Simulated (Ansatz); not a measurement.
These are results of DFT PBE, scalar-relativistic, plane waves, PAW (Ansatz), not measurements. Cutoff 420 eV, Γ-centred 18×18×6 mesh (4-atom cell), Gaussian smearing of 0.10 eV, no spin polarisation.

Formation energies are uncorrected and count from the elements' standard states at the same level.

Task: Give a relaxed trial structure of a hexagonal metal that holds Zn and 2 more elements, with a formation energy near −0.12 eV/atom and a density near 5.93 g/cm³, in a cell of 4 atoms.

Result: ZnSb2O, space group P6/mmm (No. 191). Around Zn lie 2 Sb at 2.96 Å and 6 Zn at 3.26 Å; Sb is surrounded by 1 O at 1.99 Å and 1 Zn at 2.96 Å; O is surrounded by 2 Sb at 1.99 Å.

Space group P6/mmm (No. 191). a = 3.258 Å, b = 3.258 Å, c = 9.893 Å, α = 90.00°, β = 90.00°, γ = 120.00°
```json
{"atom": "Zn", "site": "1b", "symmetry": "6/mmm", "x": "0.0000", "y": "0.0000", "z": "0.5000"}
{"atom": "Sb", "site": "2e", "symmetry": "6mm", "x": "0.0000", "y": "0.0000", "z": "0.2008"}
{"atom": "O", "site": "1a", "symmetry": "6/mmm", "x": "0.0000", "y": "0.0000", "z": "0.0000"}
```

* Volume per atom: 22.74 Å³
* Density: 5.93 g/cm³
* Energy over the elements: −0.12 eV/atom
* Gap on the 18×18×6 mesh of the 4-atom cell: 0 eV (a metal)

The structure comes from a generated guess, relaxed at this level; another structure or a mixture of phases may lie lower. Other answers may fit too; this one was computed.

These runs have no spin–orbit coupling, which can matter for Sb. A structure relaxed within its symmetry needn't be a true minimum. Another cell of ZnSb2O relaxed alike, in P6mm, lies 64 meV/atom lower, so this cell isn't the stable form at this level.
